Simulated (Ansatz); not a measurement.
# Fields on a plane of InAs (zinc blende)

```xyz
2
Lattice="0.0000 3.0933 3.0933 3.0933 0.0000 3.0933 3.0933 3.0933 0.0000" Properties=species:S:1:pos:R:3 pbc="T T T"
As     1.5467     1.5467     1.5467
In     0.0000     0.0000     0.0000
```

The slice is a {111} plane (indices of the conventional cell) through the point (0.000, 0.000, 0.000) (fractional), spanned by u = [100] and v = [-1 2 0] in vectors of this cell: u (4.37 Å) and v (7.58 Å, at 90° to u). It covers one period; positions are fractions (u, v).

Atoms on it: In at (0.00, 0.00); In at (0.50, 0.50). Other atoms lie within 1 Å of the plane.

All values below come from PBE (plane waves to 420 eV, PAW, scalar-relativistic; Ansatz, a program for electronic structure). k mesh 9×9×9. Inside the PAW spheres the values are not all-electron values, and peaks at nuclei hang on which shells count as valence. At this level the bands of InAs touch or barely overlap; measurements give the solid a gap. InAs was relaxed with its symmetry unable to fall.

```
|x -:-:::-:- |
|----:   :---|
|----.   .---|
|@%#=.   .=#%|
|@@%*-. .-*%@|
|@@@%=:::=%@@|
|%@@%=:-:=%@@|
|@@@*:---:*@@|
|@@#-- x --#@|
|**=:-xxx-:=*|
|::-:- x -:-:|
|  :-------: |
|  .-------. |
|  .=#%@%#=. |
| .-*%@@@%*-.|
|::=%@@@@@%=:|
|-:=%@@%@@%=:|
|--:*@@@@@*:-|
|x --#@@@#-- |
|xx-:=***=:-x|
```
Scale: ten equal steps from 0.02 (start of ' ') to 0.70 (end of '@'), in the order ' .:-=+*#%@'. Values: electron localisation function (ELF). The map has 12 points along u (one character each, u = 0 at the left) and 20 along v (v = 0 in the bottom row). Points within 0.5 Å of a nucleus are blanked (x), as the pseudised field means little there.

```tsv
v \ u	0.00	0.17	0.33	0.50	0.67	0.83
0.90	0.2	-0.4	-1.2	-1.6	-1.2	-0.4
0.80	-0.5	-0.8	-1.4	-1.7	-1.4	-0.8
0.70	-0.3	-0.5	-1.0	-1.1	-1.0	-0.5
0.60	-0.4	-0.5	-0.4	0.2	-0.4	-0.5
0.50	-0.9	-0.8	0.3	1.1	0.3	-0.8
0.40	-1.6	-1.2	-0.4	0.2	-0.4	-1.2
0.30	-1.7	-1.4	-0.8	-0.5	-0.8	-1.4
0.20	-1.1	-1.0	-0.5	-0.3	-0.5	-1.0
0.10	0.2	-0.4	-0.5	-0.4	-0.5	-0.4
0.00	1.1	0.3	-0.8	-0.9	-0.8	0.3
```

Values: log₁₀ of the valence density in e/Å³. The scale is logarithmic, as a density can span decades between atoms and voids.
